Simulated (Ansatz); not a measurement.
## BiS: changing the strain (εxx = s, εyy = s)

```
Bi S
1.0
     2.10927    1.21779    3.50049
    -2.10927    1.21779    3.50049
     0.00000   -2.43558    3.50049
Bi S
1 1
Direct
  0.00000 0.00000 0.00000
  0.50000 0.50000 0.50000
```

The cell comes from a database or a generator and needn't be the form met in nature.

Kept alike: task single point; functional PBE; k mesh 8 × 8 × 8; occupations fermi-dirac, width 0.05 eV; no spin polarisation. Program: Ansatz, Ansatz PAW, cutoff 420 eV. The mesh is that of the run's cell of 2 atoms. No spin-orbit coupling.

```csv
s,free energy over the lowest row (meV/atom)
-0.04,11.29
-0.02,0.05
-0.01,0.00
0,3.42
0.01,10.12
0.02,19.90
0.04,48.15
```

The cell shown is the unstrained one; x, y and z are its Cartesian axes; atoms keep their fractions. For a metal such a mesh leaves the last digits unconverged.

Q: What does the strain (εxx = s, εyy = s) change here?

A: The free energy is lowest at -0.02; -0.01, and 48.15 meV an atom higher at 0.04.
